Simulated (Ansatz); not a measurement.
Pt (fcc, Cu type)

```yaml
crystal:
  lattice:
    - [0.00000, 3.94001, 3.94001]
    - [1.97000, 0.00000, 1.97000]
    - [1.97000, 1.97000, 0.00000]
  atoms:
    - { symbol: Pt, position: [0.00000, 0.00000, 0.00000] }
    - { symbol: Pt, position: [0.50000, 0.00000, 0.00000] }
```

The atoms are displaced by Q × the pattern below (from a DFPT mode at L = (0.5, 0.0, 0.0), largest move 1; Q in Å), at fixed cell. It is one choice among 2 degenerate patterns. (q is in reciprocal vectors of the primitive cell; the cell shown is doubled to hold the pattern.)

```
atom       x       y       z
----  ------  ------  ------
Pt1    0.285  -0.520   0.805
Pt2   -0.285   0.520  -0.805
```

Calculation: r2SCAN (plane waves to 500 eV, PAW, scalar-relativistic; Ansatz, a program for electronic structure). k mesh 10×20×20 (Γ-centred), Fermi-Dirac smearing 0.05 eV. The energy includes the smearing's −TS. With partly filled bands, energies and forces of such displacements shift with the k mesh and the smearing. Pt is run without spin polarisation. Pt was relaxed with its symmetry unable to fall. Spin-orbit coupling is left out, though Pt is heavy. The PAW data are Ansatz's earlier set. ΔE is measured from the undisplaced structure. The last digit holds for this mesh only.

| Q (Å) | ΔE (meV/cell) |
|---|---|
| -0.2800 | 293.9 |
| -0.2333 | 229.1 |
| -0.1867 | 165.0 |
| -0.1400 | withheld |
| -0.0933 | 50.7 |
| -0.0467 | 13.4 |
| 0.0000 | 0.0 |
| 0.0467 | 13.4 |
| 0.0933 | 50.7 |
| 0.1400 | withheld |
| 0.1867 | 165.0 |
| 0.2333 | 229.1 |
| 0.2800 | 293.9 |

Q: Fit an even polynomial form (powers 2, 4, 6) to the given rows and predict ΔE at Q = -0.1400.

A: Least squares on the 11 given rows: ΔE = (6146)·Q² + (-47490)·Q⁴ + (215900)·Q⁶, in meV/cell with Q in Å; root-mean-square residual 0.46 meV/cell. At -0.1400 the fit gives 103.8 meV/cell; the calculation gives 104.0 meV/cell, so the interpolation is off by -0.2 (-0.2 %). The quadratic term alone would give 120.5 meV/cell.

(A displaced cell: forces are minus the slopes of the energy, force constants its curvatures, and phonons follow from these.)
